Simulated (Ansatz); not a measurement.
# Ionic part of the dielectric constant of Al5GaP6, mode by mode

Theory: DFT PBE, scalar-relativistic, plane waves, PAW in Ansatz. Cutoff 420 eV, 6×6×4 k-points (Γ-centred), fixed occupations. No spin polarisation. Phonons by linear response, acoustic sum rule imposed.

Space group P31m (No. 157), trigonal, a = 6.732 Å, c = 6.386 Å. Al on a site of symmetry m has 4 P at 2.38–2.39 Å; Al on a site of symmetry 3 is surrounded by 4 P at 2.38–2.39 Å; Ga is surrounded by 4 P at 2.39–2.40 Å; P on a site of symmetry m is surrounded by 3 Al at 2.38–2.39 Å and 1 Ga at 2.39 Å; around P on a site of symmetry 3 lie 4 Al at 2.38–2.39 Å; around P on a site of symmetry 3m lie 3 Al at 2.38 Å and 1 Ga at 2.40 Å.

The cell was found from a structure generator's guess, not taken from experiment.

The primitive cell has V = 250.65 Å³ and ε∞,zz = 8.766. Each polar mode adds Δε = (4.92064×10⁷/V)·S/ν² along z, with S its oscillator strength in e²/amu, ν in cm⁻¹ and V in Å³.

Problem. From these modes, find each Δε and ε0,zz.
| ν (cm⁻¹) | S_zz (e²/amu) |
| --- | --- |
| 138.33 | 0.00518 |
| 268.76 | 0.00512 |
| 309.99 | 0.04182 |
| 346.95 | 0.06593 |
| 366.69 | 0.04456 |
| 392.53 | 0.07469 |
| 419.71 | 1.923 |

Solution.
```
ν (cm⁻¹)    Δε
  138.33  0.05
  268.76  0.01
  309.99  0.09
  346.95  0.11
  366.69  0.07
  392.53  0.10
  419.71  2.14
```

The sum is 2.57, so ε0,zz = 11.34; the run's tensor has 11.33.

Problem. Where do the longitudinal modes lie for a wave vector along z?

Solution. At 138.64, 268.90, 310.90, 348.09, 367.37, 393.27, 471.11 cm⁻¹. The Lyddane–Sachs–Teller product Π(ν_LO/ν_TO)² = 1.29 agrees with ε0/ε∞ = 1.29.
